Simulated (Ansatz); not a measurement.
The relaxed structure here is a generated cell of CdSe: the first start was made by placing the elements on the sites of a structure type, and the end was not matched to a known phase here, so it may be hypothetical. Known forms of CdSe include space group No. 186, 216.

One stationary structure of CdSe. Space group C2/c (No. 15). The numbers are results of PBEsol (plane waves to 420 eV, PAW, scalar-relativistic; Ansatz, a program for electronic structure), not measurements.

```xyz
4
Lattice="3.4470 -2.0005 0.0000 3.4470 2.0005 0.0000 -2.3346 0.0000 6.4946" Properties=species:S:1:pos:R:3 pbc="T T T"
Cd     0.5562     1.0002     3.2473
Cd     1.7235    -1.0002     0.0000
Se     1.6960    -0.8827     4.8709
Se     2.8634     0.8827     1.6236
```

Problem. What is the computed band gap (PBEsol)?

Solution. Zero (the bands touch at this level, without spin-orbit coupling).

No spin polarisation in the result. The gap comes from the SCF mesh and the high-symmetry points alone.

The run could not lose the symmetry of its start, so the end can be a saddle point.
